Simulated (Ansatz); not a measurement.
# LuB$_{2}$Os$_{3}$: reading a single point

```xyz
6
Lattice="5.3818 0.0000 0.0000 -2.6909 4.6608 0.0000 0.0000 0.0000 3.0229" Properties=species:S:1:pos:R:3 pbc="T T T"
B    -0.0003    3.1073    0.0000
B     2.6906    1.5534    0.0000
Os    2.6909    0.0000    1.5114
Os    1.3454    2.3304    1.5114
Os   -1.3454    2.3304    1.5114
Lu    0.0000    0.0000    0.0000
```

Level: r2SCAN, no spin polarisation; 500 eV; 7×7×11 Γ-centred mesh; fermi-dirac occupations (width 0.0995 eV); Ansatz 0.2.0, fixed geometry.

**Forces.** The forces vanish by the symmetry of the sites.
**Electronic structure.** It is a metal, with about 3 states/eV a cell as the mean within 0.25 eV of the Fermi level, mostly Os d (82 %).
**Stress.** The pressure is 11.2 GPa (compression positive), so with the atoms held at these fractions the cell would first expand. The principal stresses 5.6, 14.0, 14.0 GPa differ, so its shape would change too.
**Charges.** Bader charges in e: Lu +1.69, B -0.24, Os -0.41. In the mean Lu gives up most and Os takes most.

Origin: a database entry at a rescaled volume. Caveats: atoms or cell far from equilibrium.
